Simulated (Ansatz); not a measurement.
RbCaH$_{3}$ (cubic perovskite)

```
RbCaH3
1.0
    8.79667     0.00000     0.00000
    0.00000     4.39833     0.00000
    0.00000     0.00000     4.39833
Rb Ca H
2 2 6
Direct
  0.00000   0.00000   0.00000
  0.50000   0.00000   0.00000
  0.25000   0.50000   0.50000
  0.75000   0.50000   0.50000
  0.25000   0.00000   0.50000
  0.75000   0.00000   0.50000
  0.00000   0.50000   0.50000
  0.50000   0.50000   0.50000
  0.25000   0.50000   0.00000
  0.75000   0.50000   0.00000
```

The atoms are displaced by Q × the pattern below (from a DFPT mode at X = (0.5, 0.0, 0.0), largest move 1; Q in Å), at fixed cell. (q is in reciprocal vectors of the primitive cell; the cell shown is doubled to hold the pattern.)

```csv
atom,x,y,z
H5,-1.000,0.000,0.000
H6,1.000,0.000,0.000
H9,1.000,0.000,0.000
H10,-1.000,0.000,0.000
```

Atoms not listed stay in place.

Computed with LDA (plane waves to 420 eV, PAW, scalar-relativistic; Ansatz, a program for electronic structure). k mesh 4×8×8 (Γ-centred), Fermi-Dirac smearing 0.05 eV. The energy includes the smearing's −TS. RbCaH3 was relaxed with its symmetry unable to fall. The zero of ΔE is the undisplaced structure.

```
Q (Å)   ΔE (meV/cell)  −dE/dQ from forces (eV/Å)
------  -------------  -------------------------
-0.180           43.9                      0.502
-0.150           30.2                      0.411
-0.120           19.2                      0.324
-0.090           10.7                      0.240
-0.060            4.7                      0.159
-0.030            1.2                      0.079
0.000             0.0                      0.000
0.030             1.2                     -0.079
0.060             4.7                     -0.159
0.090            10.7                     -0.240
0.120            19.2                     -0.324
0.150            30.2                     -0.411
0.180            43.9                     -0.502
```

Read from the data:

The energy at Q = 0.180 Å is 43.9 meV/cell. Space group of the distorted cell: P4_2/mmc (No. 131), lowered from Pm-3m. Symmetry of the curve: even: the same for both signs. Shape of the curve: a single well with its minimum at or next to zero displacement. Harmonic wavenumber from the curvature (finite differences): 421 cm⁻¹. Wavenumber by perturbation theory (DFPT, on another k mesh): 421 cm⁻¹.

(A displaced cell: forces are minus the slopes of the energy, force constants its curvatures, and phonons follow from these.)
